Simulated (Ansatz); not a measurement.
Relaxed Zn (hcp, Mg type):

```xyz
4
Lattice="2.6226 0.0000 0.0000 -1.3113 2.2713 0.0000 0.0000 0.0000 10.3774" Properties=species:S:1:pos:R:3 pbc="T T T"
Zn     0.0000     1.5142     3.8915
Zn     0.0000     1.5142     9.0802
Zn     1.3113     0.7571     1.2972
Zn     1.3113     0.7571     6.4859
```

The atoms are displaced by Q × the pattern below (from a DFPT mode at A = (0.0, 0.0, 0.5), largest move 1; Q in Å), at fixed cell. It is one choice among 2 degenerate patterns. (q is in reciprocal vectors of the primitive cell; the cell shown is doubled to hold the pattern.)

```json
[
 {"atom": "Zn1", "x": "0.000", "y": "0.000", "z": "1.000"},
 {"atom": "Zn2", "x": "0.000", "y": "0.000", "z": "-1.000"}
]
```

Atoms not listed stay in place.

Computed with PBE (plane waves to 420 eV, PAW, scalar-relativistic; Ansatz, an electronic-structure program). k mesh 20×20×5 (Γ-centred), Fermi-Dirac smearing 0.05 eV. With partly filled bands, energies and forces of such displacements shift with the k mesh and the smearing. Zn was relaxed with its symmetry unable to fall. 

| Q (Å) | −dE/dQ from forces (eV/Å) |
|---|---|
| -0.280 | 0.885 |
| -0.233 | 0.714 |
| -0.187 | 0.559 |
| -0.140 | 0.417 |
| -0.093 | 0.278 |
| -0.047 | 0.139 |
| 0.000 | 0.000 |
| 0.047 | -0.139 |
| 0.093 | -0.278 |
| 0.140 | -0.417 |
| 0.187 | -0.559 |
| 0.233 | -0.714 |
| 0.280 | -0.885 |

Q: What harmonic wavenumber does the curvature at Q = 0 give?

A: 79 cm⁻¹. E″ = 2.98 eV/Å², M = Σ mᵢ|uᵢ|² = 130.8 u, ν̃ = 521.5·√(|E″|/M).

(For displaced atoms, the force is minus the slope of the energy, and its curvature is a force constant, which sets phonon frequencies.)
